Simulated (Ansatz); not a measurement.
SiO2:
Space group P3₁21 (No. 152); a = b = 4.9202 Å, c = 5.4161 Å, α = β = 90.00°, γ = 120.00°

| atom | site | symmetry | x | y | z |
|---|---|---|---|---|---|
| Si | 3b | .2. | 0.5311 | 0.5311 | 0.5000 |
| O | 6c | 1 | 0.7309 | 0.1441 | 0.0488 |

Relaxed with r²SCAN. 

Q: HSE06 on this cell (Ansatz, an electronic-structure program, PAW) gives a gap of 7.78 eV. What does r²SCAN give?

A: 6.60 eV.

Cost on shared cores: the r²SCAN run (SCF on a 7×7×5 mesh, then bands and DOS) very roughly 3 core-minutes, the HSE06 run (SCF on 4×4×3, then a few points) about 4 core-minutes (a rough figure); the tasks are unlike.

Space group P3_121. Symmetry was held in the r²SCAN relaxation.

Potentials: the later of the program's two PAW sets.

Ansatz is a plane-wave DFT program.
